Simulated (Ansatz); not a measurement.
ZnSe:
```xyz
2
Lattice="3.7429 0.0000 0.0000 -1.8714 3.2414 0.0000 0.0000 0.0000 3.3283" Properties=species:S:1:pos:R:3 pbc="T T T"
Zn     0.0000     0.0000     0.0000
Se     1.8714     1.0805     1.6641
```

Relaxed with PBE. Special points in fractions of this cell's reciprocal vectors: Γ (0.000, 0.000, 0.000); M (0.500, 0.000, 0.000); K (0.333, 0.333, 0.000); A (0.000, 0.000, 0.500); L (0.500, 0.000, 0.500); H (0.333, 0.333, 0.500).

Question: List the band energies nearest the Fermi level at these points for PBE (plane waves, PAW; program Ansatz).

Answer: In eV from the Fermi level; about four levels below and three above (degenerate sets whole), none deeper than 8.9 eV; … stands for higher levels left out; points with the same levels are listed once.

```tsv
k	below	above
Γ	-0.72 -0.72 -0.70 -0.26	5.93 5.93 …
M	-6.63 -6.63 -5.84 -2.20	0.55 1.69 6.42
K	-6.65 -6.53 -5.54 -4.30	0.72 5.23 5.81
A	-6.80 -6.80 -6.72 -6.72 -5.98	0.19 0.19 4.10
L	-4.45 -3.86 -1.07 -0.37	4.86 4.92 …
H	-4.02 -3.65 -1.83 -0.85	1.55 8.00 …
```

Space group P-6m2. A made-up cell: these elements were put on the sites of a structure type; neither database checked (COD, Materials Project) lists it. It is not the phase usual at ambient conditions (space group No. 216). The cell was relaxed with PBE under the symmetry of its start; its stability against distortions is not shown here. Spin–orbit coupling is left out wherever it is not named.

Potentials: the later of the program's two PAW sets.
